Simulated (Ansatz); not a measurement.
HfRu:
```xyz
2
Lattice="3.2302 0.0000 0.0000 0.0000 3.2302 0.0000 0.0000 0.0000 3.2302" Properties=species:S:1:pos:R:3 pbc="T T T"
Hf     0.0000     0.0000     0.0000
Ru     1.6151     1.6151     1.6151
```

Relaxed with r²SCAN. Special points in fractions of this cell's reciprocal vectors: Γ (0.000, 0.000, 0.000); X (0.000, 0.500, 0.000); M (0.500, 0.500, 0.000); R (0.500, 0.500, 0.500).

Task: List the band energies nearest the Fermi level at these points for r²SCAN in the plane-wave PAW code Ansatz.

Result: In eV from the Fermi level; about four levels below and three above (degenerate sets whole), none deeper than 8.9 eV; points with the same levels are listed once.

| k | below | above |
|---|---|---|
| Γ | -5.12 -5.12 -1.78 -1.78 -1.78 | 2.34 2.34 5.93 5.93 5.93 |
| X | -1.96 -1.96 -1.05 -0.84 | 1.30 1.62 1.62 |
| M | -5.47 -5.24 -3.36 -3.36 | 0.15 0.89 1.12 1.12 |
| R | -3.26 -3.26 -3.26 -1.91 -1.91 -1.91 | 0.23 0.23 6.62 6.62 |

Space group Pm-3m (CsCl type). The first step of the workflow began from a Materials Project structure, measured or hypothetical; the Crystallography Open Database files this formula in space group No. 221, but the cells were not matched. Whether it is the stable phase at ambient conditions was not checked. Symmetry was held in the r²SCAN relaxation; whether a distortion lowers the energy is not shown. No spin polarisation was allowed. Scalar-relativistic: spin–orbit coupling is off unless named, which matters more the heavier the elements.

Potentials: the later of the program's two PAW sets.
